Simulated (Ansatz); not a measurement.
An ordered 6-atom cell of AlGa2N3 on the zincblende lattice (I-4m2), relaxed with r2SCAN. The symmetry is I-4m2 (No. 119, tetragonal); a = 3.153 Å, c = 13.341 Å in the conventional setting, 11.05 Å³ an atom. Al is surrounded by 4 N at 1.90 Å; N is surrounded by 2 Al at 1.90 Å and 2 Ga at 1.95 Å; Ga is surrounded by 4 N at 1.94–1.95 Å; N is surrounded by 4 Ga at 1.94 Å.

```cif
data_structure
_symmetry_space_group_name_H-M 'I-4m2'
_symmetry_Int_Tables_number 119
_cell_length_a 3.1528
_cell_length_b 3.1528
_cell_length_c 13.3406
_cell_angle_alpha 90.000
_cell_angle_beta 90.000
_cell_angle_gamma 90.000
_cell_volume 132.61
loop_
_atom_site_label
_atom_site_type_symbol
_atom_site_symmetry_multiplicity
_atom_site_Wyckoff_symbol
_atom_site_fract_x
_atom_site_fract_y
_atom_site_fract_z
_atom_site_occupancy
Al1 Al 2 a 0.00000 0.00000 0.00000 1
N1 N 4 f 0.50000 0.00000 0.42115 1
Ga1 Ga 4 e 0.00000 0.00000 0.33519 1
N2 N 2 c 0.00000 0.50000 0.25000 1
```

4 runs of the plane-wave code Ansatz on this cell differ in the functional (and in the settings that go with it). Levels are in eV from each run's valence top; v1 is the last filled band, c1 the first empty one.

Run A, mean stress 0.0 GPa (compression positive):
```tsv
point	v5	v3	v1	c1	c2	c3
Γ	-1.85	-0.11	0.00	2.93	5.01	5.08
X	-3.32	-3.14	-2.48	3.79	5.76	5.90
P	-3.45	-2.80	-2.68	4.29	4.55	6.76
N	-2.27	-0.85	-0.72	5.87	6.90	8.09
```

Run B, mean stress -0.2 GPa (compression positive):
```tsv
point	v5	v3	v1	c1	c2	c3
Γ	-1.93	-0.11	0.00	3.74	5.74	5.78
X	-3.47	-3.29	-2.60	4.44	6.47	6.65
P	-3.61	-2.96	-2.81	4.96	5.23	7.53
N	-2.40	-0.89	-0.76	6.76	7.86	8.92
```

Run C, mean stress -0.4 GPa (compression positive):
```tsv
point	v5	v3	v1	c1	c2	c3
Γ	-1.95	-0.11	0.00	4.44	6.48	6.52
X	-3.50	-3.33	-2.62	5.17	7.22	7.40
P	-3.64	-2.98	-2.83	5.69	5.96	8.28
N	-2.43	-0.90	-0.77	7.50	8.61	9.68
```

Run D, mean stress +5.7 GPa (compression positive):
```tsv
point	v5	v3	v1	c1	c2	c3
Γ	-1.80	-0.12	0.00	2.45	4.52	4.52
X	-3.28	-3.10	-2.41	3.30	5.21	5.41
P	-3.41	-2.72	-2.62	3.79	4.07	6.20
N	-2.24	-0.83	-0.71	5.27	6.29	7.39
```

Q: Match the runs to PBE, r2SCAN, HSE06, PBE0.

A: A is r2SCAN, B is HSE06, C is PBE0, D is PBE. In order of the gap: PBE 2.45, r2SCAN 2.93, HSE06 3.74, PBE0 4.44 eV.

The cell comes from a prototype generator: it can be a known phase or a hypothetical one. Spin polarisation is off.

The program warns that its thresholds are loose for a hybrid's stress.
